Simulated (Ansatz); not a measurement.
## Phonons of K (Fm-3m)

```xyz
1
Lattice="0.0000 3.1791 3.1791 3.1791 0.0000 3.1791 3.1791 3.1791 0.0000" Properties=species:S:1:pos:R:3 pbc="T T T"
K     0.0000    0.0000    0.0000
```

Computed, not measured; unless marked otherwise by LDA, all-electron LAPW in Ansatz 0.2.0, scalar-relativistic. k mesh 16×16×16, Fermi-Dirac smearing of 0.050 eV, basis error target 1 meV/atom. The cell was relaxed by PAW under this functional, which moved its volume by +100 % from the database entry's. The structure is one entry of a database and needn't be the stable phase.

Atoms are displaced by 0.01 Å in the smallest supercells that hold the wave vectors of a 4×4×4 mesh. Negative values stand for unstable modes.

(1) What are the phonon energies at the solved wave vectors, in THz?

(2) Is the structure dynamically stable at these wave vectors?

(3) How well do frozen-core PAW files reproduce these all-electron values?

(4) The cell is scaled evenly to 62.977 and 65.547 Å³ (from 64.262), with free atoms relaxed and the shape held. What are the mode Grüneisen parameters γ = −d ln ω/d ln V?

Results:

(1) 

| q | point | modes (THz) |
| --- | --- | --- |
| 0.250 0.000 0.000 | – | 0.70 (×2), 1.80 |
| 0.500 0.000 0.000 | L | 1.00 (×2), 2.53 |
| 0.250 0.250 0.000 | – | 1.23 (×2), 1.71 |
| 0.500 0.250 0.000 | – | 1.42, 1.72, 2.38 |
| -0.250 0.250 0.000 | – | 0.99, 1.81, 2.15 |
| 0.500 0.500 0.000 | X | 1.75 (×2), 2.59 |
| -0.250 0.500 0.250 | W | 1.63, 2.22 (×2) |

(2) Yes, no mode is unstable there; wave vectors off this mesh aren't tested.

(3) With a cutoff of 420 eV and displacements of 0.0025 Å, the r.m.s. difference over the modes is 0.0 cm⁻¹; the largest difference is 60.1 (PAW) against 60.0 cm⁻¹ (LAPW).

(4) For the highest mode, 89.2 cm⁻¹ in the small cell and 84.0 in the large one give γ ≈ 1.50. From the change of the dynamical matrix on each mode:

```csv
point,cm⁻¹,γ
0.25/0/0,23.4,0.74
0.25/0/0,60.0,1.48
L,33.4,0.72
L,84.2,1.63
0.25/0.25/0,41.0,0.98
0.25/0.25/0,57.1,1.48
0.5/0.25/0,47.4,0.94
0.5/0.25/0,57.4,1.26
0.5/0.25/0,79.5,1.50
-0.25/0.25/0,33.2,0.78
-0.25/0.25/0,60.2,1.28
-0.25/0.25/0,71.6,1.51
X,58.3,1.01
X,86.6,1.51
W,54.4,1.22
W,74.1,1.36
```

Weighted by the modes' heat capacities at 300 K, the mean on this mesh is 1.18; it moves with the q mesh, and a coarse one overweights the zone boundary.

Dispersion interpolated along Gamma–X–U–K–Gamma–L–W–X (exact only at the mesh points), cm⁻¹:

```csv
distance (Å⁻¹),ω1,ω2,ω3
0.000,0,0,0
0.329,29,29,39
0.659,50,50,72
0.988,58,58,87
1.105,58,60,86
1.221,55,64,84
1.338,51,68,80
1.539,50,70,77
1.741,50,70,77
1.943,51,68,80
2.292,33,60,72
2.642,14,32,47
2.991,0,0,0
3.276,16,16,43
3.561,29,29,73
3.847,33,33,84
4.080,38,47,83
4.312,48,66,78
4.545,54,74,74
4.710,55,67,81
4.875,57,61,85
5.040,58,58,87
```

Caveats: responses of metals move with mesh and smearing; the frozen-core PAW files of the compared runs were fitted under PBE, their cores solved anew for this functional.
